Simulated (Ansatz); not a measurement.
**Calculated S-33 NMR of the central transition for La3BeGaS7**

Cell: a computed structure from the Materials Project (it need not be an observed phase), atoms as given.

Space group P6_3 (No. 173); a = 10.2571, c = 5.8792 Å, γ = 120.00°.

| site | Wyckoff | site symmetry | x | y | z |
| --- | --- | --- | --- | --- | --- |
| La | 6c | 1 | 0.1297 | 0.7608 | 0.2341 |
| Be | 2a | 3.. | 0.0000 | 0.0000 | 0.0011 |
| Ga | 2b | 3.. | 0.6667 | 0.3333 | 0.1523 |
| S11 | 2b | 3.. | 0.6667 | 0.3333 | 0.5308 |
| S13 | 6c | 1 | 0.5131 | 0.4132 | 0.0009 |
| S19 | 6c | 1 | 0.2157 | 0.0752 | 0.2473 |

One atom of each set is listed.

Method: Kohn–Sham DFT in Ansatz, PBE, plane waves and PAW, scalar-relativistic, 420 eV cutoff, Γ-centred 3×3×5 k-points, Fermi–Dirac smearing 0.02 eV.

S-33 has I = 3/2 and Q = -69.40 mb (Pyykkö 2018); at 16.4 T its Larmor frequency is ν₀ = 53.7 MHz. Only the quadrupole interaction is simulated: positions count from each site's isotropic chemical shift, and shift anisotropy, dipolar and J coupling are left out.

Problem. Give C_Q, η, the quadrupolar product P_Q = |C_Q|(1 + η²/3)^½, the second-order isotropic shift and the breadth of the pattern (static powder) for each S site.

Solution. 

| site | first shell | C_Q (MHz) | η | P_Q (MHz) | δ_QIS (ppm) | breadth (kHz) |
| --- | --- | --- | --- | --- | --- | --- |
| S11 | 1 Ga at 2.23 Å; also 3 La at 2.96 Å | -13.6 | 0.00 | 13.6 | -1599 | 447 |
| S13 | 1 Ga at 2.29 Å; also 3 La at 2.87–2.97 Å | -13.5 | 0.17 | 13.6 | -1608 | 512 |
| S19 | 2 Be at 2.42–2.45 Å, angle 74°; also 4 La at 2.89–3.32 Å | 7.13 | 0.42 | 7.33 | -467 | 169 |

δ_QIS = −(ν_Q²/30ν₀²)[I(I+1) − 3/4](1 + η²/3) × 10⁶ ppm with ν_Q = 3|C_Q|/[2I(2I−1)]; it falls as 1/B₀² in ppm, and the breadth as 1/B₀ in kHz.

An axis of threefold or higher order runs through S11, so V_zz lies along it and η is zero. At S13 V_zz points along its bond to Ga (within 3°). At S19 V_zz stands upright on the plane of its two bonds (within 4°).

Hardware: 1 thread of Arm Neoverse V1 (aarch64; 8 cores open to the job, memory cap 2.5 GiB, no GPU), a shared host with a load of 1.0 a core. Wall time 2.4 min, CPU time 2.4 min, peak memory 1.1 GiB.
